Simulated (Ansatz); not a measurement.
A distorted cell of Ti₃Al (D019 type, space group P6_3/mmc):

```
CELL_PARAMETERS angstrom
      5.86009     0.00000     0.00000
     -2.93005     5.07499     0.00000
      0.00000     0.00000     4.72274
ATOMIC_POSITIONS crystal
  Ti 0.82982 0.65964 0.25000
  Ti 0.17018 0.82982 0.75000
  Ti 0.34036 0.17018 0.25000
  Ti 0.17018 0.34036 0.75000
  Ti 0.82982 0.17018 0.25000
  Ti 0.65964 0.82982 0.75000
  Al 0.33333 0.66667 0.25000
  Al 0.66667 0.33333 0.75000
```

Level of theory: r2SCAN (plane waves to 500 eV, PAW, scalar-relativistic; Ansatz, a quantum-chemistry and plane-wave program). k mesh 10×10×10 (Γ-centred), Fermi-Dirac smearing 0.05 eV. E stands for the smeared free energy. Compression counts positive. The PAW data are Ansatz's earlier set. Ti3Al is run without spin polarisation. Ti3Al was relaxed with its symmetry unable to fall.

Q: What is the stress tensor (GPa)?

A: 
```
   -6.2      0.0      0.0
    0.0     -6.2      0.0
    0.0      0.0     -6.6
```
The pressure, a third of the trace, is -6.3 GPa.

Q: It is the relaxed cell scaled evenly to V/V₀ = 1.060, atoms relaxed where free. What is its energy relative to the relaxed cell?

A: 21 meV/atom.

(A scan under strain: stresses follow from slopes of the energy per volume, elastic moduli from its curvatures.)
